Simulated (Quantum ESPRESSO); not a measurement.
pw.x input (Quantum ESPRESSO 7.5; LDA, PseudoDojo standard norm-conserving files, scalar-relativistic):

```
&CONTROL
  calculation = 'scf'
  pseudo_dir = './pseudo'
  outdir = './out'
  tprnfor = .true.
  tstress = .true.
/
&SYSTEM
  ibrav = 0
  nat = 4
  ntyp = 1
  ecutwfc = 84.0
  ecutrho = 336.0
  occupations = 'smearing'
  smearing = 'fd'
  degauss = 0.002
  nbnd = 18
/
&ELECTRONS
  conv_thr = 4e-10
/
ATOMIC_SPECIES
F 18.9984 F.upf
CELL_PARAMETERS angstrom
  2.556320000000  -1.584025000000   0.000000000000
  2.556320000000   1.584025000000   0.000000000000
 -0.562109000000   0.000000000000   6.597708000000
ATOMIC_POSITIONS crystal
F   0.595830000000   0.915330000000   0.597960000000
F   0.404170000000   0.084670000000   0.402040000000
F   0.084670000000   0.404170000000   0.902040000000
F   0.915330000000   0.595830000000   0.097960000000
K_POINTS automatic
10 10 4 0 0 0
```

End of the output:

```
     total energy              =    -195.86660654 Ry
     estimated scf accuracy    <       0.00001947 Ry
     total energy              =    -195.86661037 Ry
     estimated scf accuracy    <       0.00000046 Ry
     total energy              =    -195.86661040 Ry
     estimated scf accuracy    <          3.8E-09 Ry
[...]
     the Fermi energy is    -0.8505 ev
!    total energy              =    -195.86661040 Ry
     estimated scf accuracy    <          3.7E-10 Ry
     smearing contrib. (-TS)   =      -0.00000000 Ry
     internal energy E=F+TS    =    -195.86661040 Ry
     The total energy is F=E-TS. E is the sum of the following terms:
     one-electron contribution =    -106.75787357 Ry
     hartree contribution      =      66.09314326 Ry
     xc contribution           =     -42.18856449 Ry
     ewald contribution        =    -113.01331559 Ry
     convergence has been achieved in   7 iterations
     Forces acting on atoms (cartesian axes, Ry/au):
     atom    1 type  1   force =     0.00046450    0.00871037   -0.01776433
     atom    2 type  1   force =    -0.00046450   -0.00871037    0.01776433
     atom    3 type  1   force =    -0.00046450    0.00871037    0.01776433
     atom    4 type  1   force =     0.00046450   -0.00871037   -0.01776433
     Total force =     0.039581     Total SCF correction =     0.000006
     Computing stress (Cartesian axis) and pressure
          total   stress  (Ry/bohr**3)                   (kbar)     P=      -33.31
  -0.00007211   0.00000000   0.00002114          -10.61        0.00        3.11
   0.00000000  -0.00016802   0.00000000            0.00      -24.72        0.00
   0.00002114  -0.00000000  -0.00043910            3.11       -0.00      -64.59
```
In a gapped system the printed Fermi energy is only some level inside the gap.

Geometry of the Materials Project entry, not relaxed at this level.
